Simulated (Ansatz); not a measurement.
Total density of states per atom from the program Ansatz at the PBEsol level (PAW), in 0.25 eV bins, energy from the Fermi level:

```json
[
 {"E (eV)": "-7.85", "states/eV/atom": "0.25"},
 {"E (eV)": "-7.60", "states/eV/atom": "0.24"},
 {"E (eV)": "-7.35", "states/eV/atom": "0.25"},
 {"E (eV)": "-7.10", "states/eV/atom": "0.25"},
 {"E (eV)": "-6.85", "states/eV/atom": "0.24"},
 {"E (eV)": "-6.60", "states/eV/atom": "0.24"},
 {"E (eV)": "-6.35", "states/eV/atom": "0.25"},
 {"E (eV)": "-6.10", "states/eV/atom": "0.26"},
 {"E (eV)": "-5.85", "states/eV/atom": "0.26"},
 {"E (eV)": "-5.60", "states/eV/atom": "0.22"},
 {"E (eV)": "-5.35", "states/eV/atom": "0.21"},
 {"E (eV)": "-5.10", "states/eV/atom": "0.21"},
 {"E (eV)": "-4.85", "states/eV/atom": "0.22"},
 {"E (eV)": "-4.60", "states/eV/atom": "0.22"},
 {"E (eV)": "-4.35", "states/eV/atom": "0.22"},
 {"E (eV)": "-4.10", "states/eV/atom": "0.22"},
 {"E (eV)": "-3.85", "states/eV/atom": "0.22"},
 {"E (eV)": "-3.60", "states/eV/atom": "0.22"},
 {"E (eV)": "-3.35", "states/eV/atom": "0.24"},
 {"E (eV)": "-3.10", "states/eV/atom": "0.26"},
 {"E (eV)": "-2.85", "states/eV/atom": "0.28"},
 {"E (eV)": "-2.60", "states/eV/atom": "0.30"},
 {"E (eV)": "-2.35", "states/eV/atom": "0.32"},
 {"E (eV)": "-2.10", "states/eV/atom": "0.35"},
 {"E (eV)": "-1.85", "states/eV/atom": "0.35"},
 {"E (eV)": "-1.60", "states/eV/atom": "0.35"},
 {"E (eV)": "-1.35", "states/eV/atom": "0.36"},
 {"E (eV)": "-1.10", "states/eV/atom": "0.36"},
 {"E (eV)": "-0.85", "states/eV/atom": "0.36"},
 {"E (eV)": "-0.60", "states/eV/atom": "0.35"},
 {"E (eV)": "-0.35", "states/eV/atom": "0.36"},
 {"E (eV)": "-0.10", "states/eV/atom": "0.36"},
 {"E (eV)": "0.15", "states/eV/atom": "0.36"},
 {"E (eV)": "0.40", "states/eV/atom": "0.36"},
 {"E (eV)": "0.65", "states/eV/atom": "0.31"},
 {"E (eV)": "0.90", "states/eV/atom": "0.26"},
 {"E (eV)": "1.15", "states/eV/atom": "0.27"},
 {"E (eV)": "1.40", "states/eV/atom": "0.23"},
 {"E (eV)": "1.65", "states/eV/atom": "0.17"},
 {"E (eV)": "1.90", "states/eV/atom": "0.15"},
 {"E (eV)": "2.15", "states/eV/atom": "0.17"},
 {"E (eV)": "2.40", "states/eV/atom": "0.17"},
 {"E (eV)": "2.65", "states/eV/atom": "0.18"},
 {"E (eV)": "2.90", "states/eV/atom": "0.19"},
 {"E (eV)": "3.15", "states/eV/atom": "0.21"},
 {"E (eV)": "3.40", "states/eV/atom": "0.22"},
 {"E (eV)": "3.65", "states/eV/atom": "0.24"},
 {"E (eV)": "3.90", "states/eV/atom": "0.26"},
 {"E (eV)": "4.15", "states/eV/atom": "0.28"},
 {"E (eV)": "4.40", "states/eV/atom": "0.31"},
 {"E (eV)": "4.65", "states/eV/atom": "0.34"}
]
```

**Question.** Which compound is it?
(A) TiFe, CsCl type
(B) Ti2AlN, P6_3/mmc (Ti on 4f, Al on 2d, N on 2a)
(C) AlFe, CsCl type
(D) BN, CsCl type

**Answer.** D, BN, CsCl type. Within 0.5 eV of the Fermi level: N 2p 66 %, B 2p 18 %, B 2s 13 %. Projections are on Löwdin-orthogonalised atomic valence shells; empty p or d shells of many metals are not among them.

Space group Pm-3m (CsCl type). The start of the workflow was typed in or built on a structure type; neither database checked (COD, Materials Project) lists it. It is not the phase usual at ambient conditions (space group No. 186, 194, 216). Symmetry was held in the PBEsol relaxation. At this level the phase is dynamically unstable (imaginary phonons). The volume moved by 29 % from the start of the relaxation. Its formation energy is positive at this level, so the cell may be metastable or incomplete.

Potentials: the later of the program's two PAW sets.
